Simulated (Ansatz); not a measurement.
**Question.** Each is relaxed and computed with HSE06 in the plane-wave PAW code Ansatz. Which is the only metal?
A) SiGe, wurtzite
B) BaZrO3, cubic perovskite
C) GeS, zinc blende
D) ZrGe, P6/mmm (Zr on 3f, Ge on 1a, Ge on 2d)

**Answer.** D, ZrGe, P6/mmm (Zr on 3f, Ge on 1a, Ge on 2d). ZrGe: metal; SiGe: gap 0.98 eV (indirect); GeS: gap 0.39 eV (indirect); BaZrO3: gap 4.72 eV (indirect). Constructed cells (a structure type filled with these elements, in neither database checked): ZrGe, P6/mmm (Zr on 3f, Ge on 1a, Ge on 2d); GeS, zinc blende. Built on a structure type that need not be the filed one of that space group: SiGe, wurtzite. Standing as an ambient phase not checked: SiGe, wurtzite. All cells were relaxed under the symmetry of their starts (and spin orders); stability against distortions was not tested throughout. Rows with no word on spin ran without spin polarisation. Scalar-relativistic: spin–orbit coupling is off unless named, which matters more the heavier the elements.

Potentials: the later of the program's two PAW sets.
